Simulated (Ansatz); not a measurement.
Zn3GaNO3:
Space group P3m1 (No. 156); a = b = 3.260 Å, c = 10.346 Å, α = β = 90.00°, γ = 120.00°

```csv
atom,site,symmetry,x,y,z
Ga,1b,3m.,0.3333,0.6667,0.0124
N,1b,3m.,0.3333,0.6667,0.1879
Zn,1c,3m.,0.6667,0.3333,0.2458
O,1c,3m.,0.6667,0.3333,0.4460
Zn,1b,3m.,0.3333,0.6667,0.4912
O,1b,3m.,0.3333,0.6667,0.6920
Zn,1c,3m.,0.6667,0.3333,0.7356
O,1c,3m.,0.6667,0.3333,0.9388
```

Relaxed at zero pressure with plane-wave PAW r²SCAN (Ansatz code).

Question: The volume is raised by 3 % and shape and atoms relax at that volume. What pressure results, and how do the axes share the change?

Answer: -4.0 GPa; a 0.8 %, b 0.8 %, c 1.4 %; the energy rises by 5 meV/atom.

Question: Give the new structure.

Answer: 
Space group P3m1 (No. 156); a = 3.285 Å, b = 3.285 Å, c = 10.494 Å, α = 90.00°, β = 90.00°, γ = 120.00°

```
atom  site  symmetry       x       y       z
----  ----  --------  ------  ------  ------
Ga      1b       3m.  0.3333  0.6667  0.0134
N       1b       3m.  0.3333  0.6667  0.1873
Zn      1c       3m.  0.6667  0.3333  0.2451
O       1c       3m.  0.6667  0.3333  0.4452
Zn      1b       3m.  0.3333  0.6667  0.4911
O       1b       3m.  0.3333  0.6667  0.6918
Zn      1c       3m.  0.6667  0.3333  0.7362
O       1c       3m.  0.6667  0.3333  0.9398
```

The phase is kept; no other phase was compared at this pressure.

The start of the workflow was typed in or built on a structure type; neither database checked (COD, Materials Project) lists it. Whether it is the stable phase at ambient conditions was not checked. Symmetry was held in the r²SCAN relaxation; whether a distortion lowers the energy is not shown.

Potentials: the earlier of the program's two PAW sets.
